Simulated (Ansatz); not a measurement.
Zr$_{2}$Ni: pressure against volume

Zr$_{2}$Ni, I4/mcm, a = 6.421 Å, c = 5.148 Å. The structure is a COD entry; whether it is the stable form wasn't checked. Ansatz: PBEsol, PAW, 420 eV, Γ-centred 10×10×10 mesh on 6 atoms, Gaussian smearing 0.10 eV; no spin polarisation. Shape and atoms are relaxed at each volume; pressure is positive in compression.

| V (Å³/atom) | P (GPa) |
| --- | --- |
| 15.564 | ? |
| 16.095 | 14.61 |
| 16.626 | 9.02 |
| 17.156 | 4.19 |
| 17.687 | 0.00 |
| 18.217 | -3.62 |
| 18.748 | -6.72 |
| 19.455 | -10.20 |

**Question.** Take V0 = 17.687 Å³/atom, fit the third-order Birch–Murnaghan form to the other rows, and predict the missing pressure.

**Answer.** With the Eulerian strain f = ½[(V0/V)^(2/3) − 1] and y = P/[3f(1 + 2f)^(5/2)], the form is the line y = B0 + 1.5 B0 (B0′ − 4) f. Rows (f, y): 0.03245, 128.2; 0.02105, 128.8; 0.01026, 129.4; -0.00975, 130.0; -0.01905, 129.6; -0.03077, 129.5. Means f = 0.0006983, y = 129.25; Σ(Δf)² = 0.003003, ΣΔfΔy = -0.06368; the slope is their ratio. y = 129.3 − 21.20 f GPa, so B0 = 129.3 GPa and B0′ = 4 + 2 × (-21.20)/(3 × 129.3) = 3.89. At V = 15.564, f = 0.04449, y = 128.36 and P = 21.20 GPa. The run gave 21.08 GPa, so the fit is 0.12 GPa too high, a small miss on the scale of the series.

Cost: 8 runs of about 24 core-minutes in all, on Arm Neoverse V1 (shared hosts).